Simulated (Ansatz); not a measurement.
Computed with DFT PBE, scalar-relativistic, plane waves, PAW in Ansatz 0.2.0. All cells share a 420 eV cutoff and Γ-centred k meshes spaced at most about 0.3 Å⁻¹ (about 0.25 or finer for metals, 2π included). No spin polarisation in the final relaxations.

Each of these unrelaxed guesses is relaxed in cell and atoms within its symmetry. A guess keeps its type if space group and coordination stay and the shape of the cell changes little (axis ratios within about 15 %, angles within 6°); the volume may change.

1. Ir2Rh3

```
Ir Rh
1.0
     2.66713    0.00000    0.00000
    -1.33357    2.30981    0.00000
     0.00000    0.00000   22.44073
Ir Rh
4 6
Direct
  0.33333 0.66667 0.90000
  0.33333 0.66667 0.10000
  0.33333 0.66667 0.50000
  0.66667 0.33333 0.00000
  0.33333 0.66667 0.30000
  0.33333 0.66667 0.70000
  0.66667 0.33333 0.80000
  0.66667 0.33333 0.20000
  0.66667 0.33333 0.40000
  0.66667 0.33333 0.60000
```

2. ScSiS3

```
Sc Si S
1.0
     4.20367    0.00000    0.00000
    -2.10184    3.64049    0.00000
     0.00000    0.00000    7.98572
Sc Si S
1 1 3
Direct
  0.33333 0.66667 0.42942
  0.33333 0.66667 0.70320
  0.17419 0.82581 0.99238
  0.17419 0.34838 0.99238
  0.65162 0.82581 0.99238
```

Question: Which guesses survive the relaxation?

Answer: Guess 1 keeps its type.

```csv
guess,kept,start group,end group,V start (Å³/atom),V end,"b/a and c/a, end over start",nearest neighbours start,nearest neighbours end
1,yes,P-6m2,P-6m2,13.8,14.3,"1.00, 0.96","Ir 12, Rh 12","Ir 12, Rh 12"
2,no,P3m1,P3m1,24.4,44.7,"1.00, 0.42","S 4, Sc 1, Si 1","S 2, Sc 4, Si 3"
```

Neighbours count within 15 % of an atom's shortest distance; end groups are read at 0.02 Å (0.05 Å in metals).

No dispersion correction is applied, so the spacing and binding between layers, chains or molecules are poorly described (ScSiS3 P3m1). These runs have no spin–orbit coupling, which can matter for Ir. In ScSiS3 P3m1 an odd number of electrons in the primitive cell allows no gap without spin; a larger cell or a magnetic state could open one. Cells relaxed within their symmetry can be saddle points.
